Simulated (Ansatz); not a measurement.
A trial cell of TiC was relaxed with PBEsol (plane waves to 420 eV, PAW, scalar-relativistic; Ansatz, a first-principles code).

Before: P2₁3 (No. 198), cP8; a = b = c = 4.2874 Å, α = β = γ = 90.00°.

After relaxation:

Simulated powder pattern, Cu Kα, λ = 1.54184 Å (kinematic, ideal powder, no thermal factors, no anomalous dispersion; the 24 strongest lines at most, above 1 %, up to 2θ = 90°):

```
2θ (°)  I/Imax (%)
------  ----------
36.24           87
42.10          100
61.05           57
73.11           30
76.94           18
```

Question: Identify the relaxed structure from its pattern: crystal system, space group and cell.

Answer: Cubic, Fm-3m (No. 225), cF8, rock salt type; a = b = c = 4.293 Å, α = β = γ = 90.00°. Sites: Ti 4a (0.000, 0.000, 0.000); C 4b (0.500, 0.500, 0.500).

Question: Index the strongest lines.

Answer: 36.24° (111), 42.10° (200), 61.05° (220), 73.11° (311), 76.94° (222).

No spin polarisation in the result.

The run could not lose the symmetry of its start.
